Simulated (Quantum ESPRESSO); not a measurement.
```cif
data_ClNa
_chemical_formula_sum 'Na1 Cl1'
_space_group_name_H-M_alt 'P 1'
_space_group_IT_number 1
_cell_length_a 3.96231
_cell_length_b 3.96231
_cell_length_c 3.96231
_cell_angle_alpha 60.000
_cell_angle_beta 60.000
_cell_angle_gamma 60.000
loop_
_space_group_symop_operation_xyz
  'x, y, z'
loop_
_atom_site_label
_atom_site_type_symbol
_atom_site_fract_x
_atom_site_fract_y
_atom_site_fract_z
_atom_site_occupancy
Na1 Na 0.00000 0.00000 0.00000 1
Cl1 Cl 0.50000 0.50000 0.50000 1
```

Cell and atoms were relaxed with PBEsol from Materials Project entry mp-22862, within its symmetry.

Problem. What does PBEsol (pw.x of Quantum ESPRESSO, ONCV potentials, no spin-orbit coupling) give for the electronic structure near the Fermi level?

Solution. The PBEsol gap is direct, 5.01 eV at Γ.
